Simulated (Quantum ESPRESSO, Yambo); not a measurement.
AlBO₃ (space group R-3c, No. 167): one geometry, one set of LDA (pw.x of Quantum ESPRESSO, ONCV potentials, scalar-relativistic) orbitals, self-energies from Yambo (4×4×4 Γ-centred k mesh, 125 bands and a 7 Ry block in the screening, 125 bands in G with the Bruneval-Gonze terminator, plasmon pole fitted at 27.2 eV).

| level | gap Γ → (0.25, 0.25, 0.25) (eV) | direct gap at (0.25, 0.25, 0.25) (eV) |
|---|---|---|
| LDA (Quantum ESPRESSO) | 5.66 | 5.86 |
| exchange only (Hartree-Fock self-energy on LDA orbitals) | (withheld) | (withheld) |
| static COHSEX@LDA | (withheld) | (withheld) |
| G0W0@LDA, plasmon pole | 8.38 | 8.59 |

Question: Complete the blanks.

Answer: 
- exchange only (Hartree-Fock self-energy on LDA orbitals), gap Γ → (0.25, 0.25, 0.25) (eV): 17.36
- exchange only (Hartree-Fock self-energy on LDA orbitals), direct gap at (0.25, 0.25, 0.25) (eV): 17.57
- static COHSEX@LDA, gap Γ → (0.25, 0.25, 0.25) (eV): 9.13
- static COHSEX@LDA, direct gap at (0.25, 0.25, 0.25) (eV): 9.36

Bare exchange has no screening and gives the widest gap; static COHSEX screens it but leaves out the frequency dependence, which G0W0 restores.

Nearest settings tried, and what they do to the gap: 1 Ry block (21 vectors against 193): +841 meV. Not varied: bands in G, bands in W, mesh. So the settings aren't converged at that level.

Geometry of the Materials Project entry, not relaxed at this level; primitive cell a = b = c = 5.3144 Å, α = β = γ = 50.16°.
